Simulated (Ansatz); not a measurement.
## NbRu3: pressure against volume, fitted

```xyz
4
Lattice="3.8800 0.0000 0.0000 0.0000 3.8800 0.0000 0.0000 0.0000 3.8800" Properties=species:S:1:pos:R:3 pbc="T T T"
Nb    0.0000    0.0000    0.0000
Ru    0.0000    1.9400    1.9400
Ru    1.9400    0.0000    1.9400
Ru    1.9400    1.9400    0.0000
```

Atom numbers follow the list: Nb1, Ru2, Ru3, Ru4.

The geometry is COD entry 2310239, unchecked; take it as a test cell.

Spin polarisation is left out, and whether a magnetic state lies lower isn't shown here.

These are results of Ansatz 0.2.0, DFT, LDA, all-electron LAPW, scalar-relativistic, not measurements.

Numerical set-up: a Γ-centred 9×9×9 k mesh, Fermi–Dirac smearing of 0.05 eV, basis error target 1 meV/atom, no spin polarisation.

The cell is scaled evenly. Fractional coordinates are held (clamped ions).

| V (Å³/atom) | P (GPa) |
| --- | --- |
| 14.019 | 0.19 |
| 14.311 | -5.93 |
| 14.457 | -8.74 |
| 14.603 | -11.39 |
| 14.749 | -13.89 |
| 14.895 | -16.26 |
| 15.187 | -20.59 |
| 15.479 | -24.45 |

Q: Fit a third-order Birch–Murnaghan curve to the pressures.

A: P = (3B0/2)(y^(7/2) − y^(5/2))[1 + (3/4)(B0′ − 4)(y − 1)] with y = (V0/V)^(2/3) fits within 0.01 GPa for V0 = 14.027 Å³/atom, B0 = 310.4 GPa and B0′ = 4.55.

Q: Predict the pressure at the withheld volume, 13.727 Å³/atom.

A: There y = 1.0146, so the fit gives 7.07 GPa; the run gave 7.04 GPa.
